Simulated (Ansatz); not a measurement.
SiO2:
Space group P4₂/mnm (No. 136); a = b = 4.2357 Å, c = 2.6900 Å, α = β = γ = 90.00°

```tsv
atom	site	symmetry	x	y	z
Si	2a	m.mm	0.0000	0.0000	0.0000
O	4f	m.2m	0.3070	0.3070	0.0000
```

Relaxed with PBE.

Which orbitals make up the states near the band edges in the program Ansatz at the PBE level (PAW)?

Top 1 eV of the valence band: O 2p 98 %. Bottom 1 eV of the conduction band: Si 3s 49 %, O 2s 36 %, O 2p 9 %. Projections are on Löwdin-orthogonalised atomic valence shells; empty p or d shells of many metals are not among them.

Tabulate the density of states.

States/eV per cell of 6 atoms, in 0.25 eV bins, energy from the valence-band maximum.

```tsv
E (eV)	total	O 2p	Si 3p	Si 3s
-7.85	1.53	1.08	0.25	0.09
-7.60	2.44	1.76	0.49	0.09
-7.35	1.94	1.42	0.36	0.07
-7.10	1.81	1.33	0.31	0.08
-6.85	1.93	1.43	0.33	0.08
-6.60	2.05	1.53	0.36	0.08
-6.35	2.46	1.85	0.43	0.08
-6.10	3.01	2.29	0.51	0.08
-5.85	2.77	2.12	0.43	0.07
-5.60	2.70	2.12	0.38	0.06
-5.35	2.51	2.02	0.33	0.05
-5.10	2.67	2.18	0.34	0.04
-4.85	2.39	1.98	0.28	0.03
-4.60	2.29	1.93	0.24	0.02
-4.35	2.95	2.53	0.28	0.03
-4.10	3.31	2.90	0.26	0.02
-3.85	2.77	2.49	0.16	0.02
-3.60	4.20	3.85	0.18	0.02
-3.35	4.63	4.33	0.13	0.01
-3.10	3.55	3.36	0.06	0.01
-2.85	2.17	2.06	0.04	0.01
-2.60	2.48	2.34	0.05	0.01
-2.35	3.14	2.98	0.05	0.02
-2.10	3.87	3.69	0.05	0.02
-1.85	3.14	3.03	0.03	0.01
-1.60	4.48	4.37	0.02	0.01
-1.35	3.87	3.77	0.02	0.00
-1.10	2.95	2.87	0.02	0.00
-0.85	1.32	1.28	0.01	0.00
-0.60	0.72	0.71	0.01	0.00
-0.35	0.41	0.41	0.00	0.00
-0.10	0.13	0.13	0.00	0.00
0.15	0.00	0.00	0.00	0.00
0.40	0.00	0.00	0.00	0.00
0.65	0.00	0.00	0.00	0.00
0.90	0.00	0.00	0.00	0.00
1.15	0.00	0.00	0.00	0.00
1.40	0.00	0.00	0.00	0.00
1.65	0.00	0.00	0.00	0.00
1.90	0.00	0.00	0.00	0.00
2.15	0.00	0.00	0.00	0.00
2.40	0.00	0.00	0.00	0.00
2.65	0.00	0.00	0.00	0.00
2.90	0.00	0.00	0.00	0.00
3.15	0.00	0.00	0.00	0.00
3.40	0.00	0.00	0.00	0.00
3.65	0.00	0.00	0.00	0.00
3.90	0.00	0.00	0.00	0.00
4.15	0.00	0.00	0.00	0.00
4.40	0.00	0.00	0.00	0.00
4.65	0.00	0.00	0.00	0.00
4.90	0.00	0.00	0.00	0.00
5.15	0.01	0.00	0.00	0.01
5.40	0.06	0.00	0.00	0.03
5.65	0.10	0.01	0.00	0.05
5.90	0.14	0.02	0.01	0.07
6.15	0.20	0.03	0.01	0.09
6.40	0.28	0.04	0.01	0.13
6.65	0.39	0.07	0.02	0.18
6.90	0.74	0.13	0.05	0.33
7.15	1.43	0.27	0.11	0.64
7.40	2.19	0.44	0.17	0.97
7.65	2.64	0.57	0.23	1.18
7.90	2.05	0.47	0.19	0.91
8.15	1.64	0.39	0.16	0.72
8.40	1.50	0.30	0.33	0.52
8.65	1.33	0.22	0.43	0.36
8.90	1.46	0.25	0.51	0.37
9.15	1.40	0.22	0.59	0.27
9.40	1.25	0.19	0.58	0.20
9.65	1.52	0.20	0.78	0.18
9.90	1.69	0.18	0.99	0.09
```

Space group P4_2/mnm (rutile). This is a known high-pressure phase of the composition, computed here at zero pressure and temperature. The PBE relaxation kept the symmetry of its start; whether a distortion lowers the energy is not shown.

Potentials: the earlier of the program's two PAW sets.
